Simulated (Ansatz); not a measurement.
Input file for Ansatz (a program for electronic structure):

Ansatz 0.2 input:
```yaml
crystal:
  lattice:
    - [0.0, 2.8578720197, -2.8739545835]
    - [0.0, 2.8578720197, 2.8739545835]
    - [3.9642225955, 0.0, 0.0]
  atoms:
    - { symbol: Ba, position: [0.995028915, 0.004971085, 0.0] }
    - { symbol: Ti, position: [0.4795124301, 0.5204875699, 0.5] }
    - { symbol: O, position: [0.5093497472, 0.9768211113, 0.5] }
    - { symbol: O, position: [0.0231788887, 0.4906502528, 0.5] }
    - { symbol: O, position: [0.513040019, 0.486959981, 0.0] }
kpoints:
  mp_grid: { grid: [7, 7, 7] }
hamiltonian:
  xc: r2scan
  pseudopotentials: { azcp: { folder: ./paw }, kind: paw }
scf:
  occupations: { method: fixed }
checkpoint: { read: static.run }
output: { write_density: true, elf: true, volumetric_format: npy }
basis: { fft_grid_basis: typed }
```

Output (shortened):

```
Pseudopotential: Ba, paw, valence charge 10
Pseudopotential: Ti, paw, valence charge 12
Pseudopotential: O, paw, valence charge 6
Functional definition: r2SCAN
Crystal: 5 atoms, lattice volume = 65.119 Å³
Basis set: ecut = 500 eV, 1679 PW (Γ), exchange–correlation on 120×120×120 points (64 copies of the dense FFT grid, shifted against one another)
Bands: 25, of which v1, the nominal top of the filled ones, is band 20 counted from 1 (19 counted from 0)
Symmetry: 4 space group operations
Space group: Amm2 (ITA 38), of the structure as read, at distance tolerance 4.0e-5 Å
k-points: 64 of 343 (time reversal used)
Stability of the state it starts from, as read at its close in the unpolarized treatment …
iter 1 solved again at ethr=1.42e-8 eV; its pass at ethr=3.10e-3 eV (dr2=5.68e-6 eV) is discarded
SCF iter   1: F=—  HF=-10183.971842 eV  |F-HF|=—  |Δ(HF+E_count)|=         —  Δρ=3.16e-7  dr2=4.17e-11  dr2_τ=8.33e-12  ethr=1.42e-8  ⟨swp⟩=3.8  Hψ=10687  notcnv=0  defer=192
preconditioner: auto → Resta (q_TF=auto, 2.515 Å⁻¹)
SCF iter   2: F=-10183.971842 eV  HF=-10183.971842 eV  |F-HF|=4.91e-11  |Δ(HF+E_count)|=   1.89e-9  Δρ=3.16e-7  dr2=6.12e-11  dr2_τ=1.07e-11  ethr=1.00e-12  ⟨swp⟩=9.7  Hψ=8645  notcnv=0
SCF 1 converged in 2 iterations: F = -10183.971842 eV  dr2 = 6.12e-11
SCF converged after 2 iterations
Free energy (F): -10183.971842 eV
Harris-Foulkes:  -10183.971842 eV  (|F-HF|=4.91e-11)
Internal energy: -10183.971842 eV  (E = F + TS)
E sigma→0 (E₀):  -10183.971842 eV
Fermi energy:    9.660556 eV
--- Per-component energies (eV) ---
  E_band       = -182.824148
  E_kinetic    = 950.951479
  E_local      = -2217.667775  (includes V_loc(G=0)·N_el)
  E_nonlocal   = 303.226514
  E_hartree    = 853.744123
  E_xc         = -513.589521
  E_vxc        = -612.986746  (∫ρ·V_xc dr)
  E_paw        = -6766.218535  (= ΣΔE_a)
  E_vpaw       = -350.919067  (= ΣTr[D̂ρ^β])
  E_aug_tail   = 0.000782  (compensation charges beyond the density's cutoff)
  E_vtau       = 37.082344  (kinetic-family band-sum trace: ∫τ·v_τ [+ j·A + Jᵃ·Aᵃ] dr)
  E_ewald      = -2794.140048
  E_core_change = -0.278861  (= ΣΔE_core)
  E_smearing   =  0.000000  (= −TS)
  E_closure    =  0.000000  (closes the sum)
  Σ components = -10183.971842   (vs F -10183.971842, Δ=0.00e0)
  [band-id]    e_kinetic+e_local+e_nonlocal+2·e_hartree+e_vxc+e_vpaw+e_augmentation_tail+e_vtau = -182.824224   (vs E_band -182.824148, Δ=-7.52e-5)
--- Band table (eV; the first three rows and the last of 64) ---
  k-point 0: bands = ["-48.8199", "-24.0383", "-24.0349", "-23.9623", "-15.6433", "-8.0316", "-7.4453", "-7.3782", "-0.4240", "-0.4239", "-0.3796", "7.4221", "7.4369", "7.4857", "8.2736", "8.3480", "8.5697", "9.2131", "9.2358", "9.3111", "12.4026", "12.6309", …
  k-point 1: bands = ["-48.8198", "-24.0378", "-24.0345", "-23.9741", "-15.6186", "-8.0413", "-7.4391", "-7.3520", "-0.3917", "-0.3901", "-0.3245", "7.1286", "7.3802", "7.4133", "8.1057", "8.1280", "8.4768", "8.7225", "9.1672", "9.3676", "12.5877", "12.7252", …
  k-point 2: bands = ["-48.8194", "-24.0368", "-24.0334", "-24.0004", "-15.5621", "-8.1264", "-7.4250", "-7.2187", "-0.3171", "-0.3099", "-0.2033", "6.3922", "7.2238", "7.2606", "7.8023", "7.8103", "8.2447", "8.3121", "8.8864", "8.9890", "12.7146", "13.2217", …
  k-point 63: bands = ["-48.8179", "-24.0785", "-24.0750", "-24.0164", "-15.3892", "-7.3235", "-7.2561", "-7.1380", "-1.0745", "-0.9932", "-0.9043", "5.4681", "6.0726", "6.0788", "7.1786", "7.2941", "7.3643", "9.4175", "9.5995", "9.6606", "14.3010", …
```

Cost: roughly 10 core-seconds on shared cores.

This is a known low-temperature phase of the composition, computed here at zero pressure and temperature. The r²SCAN relaxation kept the symmetry of its start. At this level the phase is dynamically unstable (imaginary phonons). No spin polarisation was allowed. Spin–orbit coupling is left out wherever it is not named.

Potentials: the earlier of the program's two PAW sets.

Ansatz is a plane-wave DFT program.
